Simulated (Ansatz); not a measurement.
# HfRu squeezed and stretched

A database entry relaxed whole under r2SCAN (Pm-3m):

```
Hf Ru
1.0
     3.22986    0.00000    0.00000
     0.00000    3.22986    0.00000
     0.00000    0.00000    3.22986
Hf Ru
1 1
Direct
  0.00000 0.00000 0.00000
  0.50000 0.50000 0.50000
```

The cell was scaled uniformly, its shape held, and the atoms relaxed at each volume with plane-wave PAW DFT (Ansatz 0.2.0; r2SCAN, 500 eV, 10×10×10 Γ-centred mesh, fermi-dirac occupations of width 0.100 eV; no spin, no spin-orbit coupling). One row is withheld.

```csv
volume (Å³/atom),energy over the lowest (meV/atom),pressure (GPa)
15.836,43.2,14.68
16.173,18.3,9.25
16.510,4.3,4.38
16.847,0.0,-0.01
17.184,4.5,-3.95
17.521,?,?
17.858,36.1,-10.71
```

Fit the pressures of the other rows to the third-order Birch-Murnaghan form.

With f = [(V₀/V)^(2/3) − 1]/2 and P = 3B₀f(1 + 2f)^(5/2)[1 + 3(B₀′ − 4)f/2], least squares gives V₀ = 16.85 Å³ an atom, B₀ = 208 GPa and B₀′ = 4.3; the rows miss the fit by less than 0.01 GPa. The slope of the energies differs from these pressures by 0.11 GPa, since they are taken to zero smearing while pressures follow the free energy.

What does the withheld row hold?

The fit gives -7.51 GPa at 17.521 Å³; the run gave -7.51 GPa and 16.8 meV an atom.

Caveats: the shape of the cell was held; 0 K, fixed nuclei; the symmetry was kept, and this need not be the phase that is stable at 0 K; one mesh for all volumes; pressure is positive in compression.
